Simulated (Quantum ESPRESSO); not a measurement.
# NbTa6Al: a guest atom moved from site to site

A calculation, not a measurement. The program is pw.x of Quantum ESPRESSO 7.5 (plane-wave density functional theory). The cell is made up: eight metal atoms on a hexagonal close-packed lattice, with elements, volume, strain and displacements drawn at random and not relaxed, so it may be unstable or far from any real phase. PseudoDojo standard norm-conserving files set the functional (PBE unless stated); there is no spin polarisation or spin-orbit coupling, the Fermi-Dirac width of 0.25 eV means electrons at about 2900 K, and the masses in the input are unused placeholders. Heavy elements are run without spin-orbit coupling, which real alloys of them have. A spin test at this wide smearing found no moment, but such smearing suppresses magnetism that the real alloy may have.

The runs move one Nb atom among sites that otherwise hold Ta. Cell, positions, cutoff, mesh and smearing stay as in the input of run 1; sites are counted in its order. Stress in the tables is positive in tension.

Input of run 1:

```
&control calculation='scf', pseudo_dir='./dojo.nc.sr.pbe.v0_5.standard.upf', outdir='./o', disk_io='minimal', tprnfor=.true., tstress=.true. /
&system ibrav=0, nat=8, ntyp=3, nbnd=64, ecutwfc=82.02448710, nosym=.true., tot_charge=0,
 occupations='smearing', smearing='fd', degauss=0.0183746611
/
&electrons conv_thr=1.470e-08, electron_maxstep=70, mixing_beta=0.5 /
ATOMIC_SPECIES
Al 1.0 Al.upf
Nb 1.0 Nb.upf
Ta 1.0 Ta.upf
CELL_PARAMETERS angstrom
2.972 -0.026 -0.011
-0.0451 5.1641 0.0077
-0.0349 0.0139 9.4219
ATOMIC_POSITIONS angstrom
Nb 0.0313 0.0287 -0.0262
Ta 0.0122 -0.014 4.7306
Ta -0.0157 1.6971 2.3344
Ta -0.0476 1.7318 7.1
Ta 1.4932 2.559 -0.0749
Ta 1.4594 2.5368 4.7492
Ta 1.453 4.3461 2.3374
Al 1.4581 4.2959 7.0513
K_POINTS automatic
8 5 3 1 1 1
```

| run | elements on sites 1 to 8 | free energy less that of run 1 (eV) | -TS (eV) | pressure (GPa) | stress xx (GPa) | stress yy (GPa) | stress zz (GPa) | stress yz (GPa) | stress xz (GPa) | stress xy (GPa) | iterations |
| --- | --- | --- | --- | --- | --- | --- | --- | --- | --- | --- | --- |
| 1 | Nb Ta Ta Ta Ta Ta Ta Al | 0.000 | -1.891 | 4.27 | -1.15 | -0.22 | -11.44 | 0.53 | 0.27 | 0.74 | 19 |
| 2 | Ta Nb Ta Ta Ta Ta Ta Al | 0.004 | -1.891 | 4.33 | -1.13 | -0.28 | -11.58 | 0.54 | 0.25 | 0.76 | 19 |
| 3 | Ta Ta Nb Ta Ta Ta Ta Al | 0.054 | -1.905 | 4.23 | -1.05 | -0.23 | -11.42 | 0.58 | 0.27 | 0.78 | 18 |
| 4 | Ta Ta Ta Ta Nb Ta Ta Al | 0.044 | -1.894 | 4.26 | -1.21 | -0.22 | -11.35 | 0.50 | 0.26 | 0.74 | 19 |
| 5 | Ta Ta Ta Ta Ta Ta Nb Al | 0.072 | -1.905 | 4.30 | -1.14 | -0.16 | -11.59 | 0.53 | 0.26 | 0.77 | 19 |

Forces Fx Fy Fz (eV/Å):

```
site              run 1              run 2              run 3              run 4              run 5
   1   0.27 -0.45 -0.98   0.26 -0.50 -0.93   0.25 -0.56 -0.87   0.25 -0.52 -0.90   0.26 -0.45 -0.96
   2    0.14 -0.18 0.74    0.15 -0.17 0.79    0.14 -0.25 0.70    0.14 -0.17 0.75    0.14 -0.14 0.78
   3    -0.15 0.71 0.13    -0.16 0.72 0.22    -0.17 0.62 0.17    -0.16 0.61 0.24    -0.16 0.68 0.19
   4  -0.13 -0.03 -0.46  -0.13 -0.01 -0.54  -0.14 -0.01 -0.50  -0.14 -0.01 -0.51  -0.15 -0.03 -0.51
   5     0.05 0.43 0.39     0.06 0.44 0.39     0.06 0.50 0.36     0.06 0.43 0.32     0.05 0.37 0.44
   6    0.03 0.22 -0.07    0.02 0.22 -0.07    0.03 0.29 -0.05    0.03 0.20 -0.05    0.04 0.16 -0.12
   7   -0.11 -0.68 0.17   -0.10 -0.68 0.05   -0.08 -0.59 0.11   -0.10 -0.54 0.07   -0.09 -0.61 0.11
   8   -0.09 -0.01 0.07    -0.09 0.00 0.08    -0.09 0.01 0.08    -0.09 0.01 0.09    -0.09 0.00 0.07
```

The sites are displaced and not relaxed, so the energy differences hold strain from misfit and are not ordering energies. A rerun of one cell of this series at a higher cutoff and on a denser mesh moved values by no more than 0.004 eV in energy, 0.07 GPa in stress and 0.005 eV/Å in force, and a second program with other atomic files agreed on that cell to 2 % rms in force and 0.5 GPa in pressure.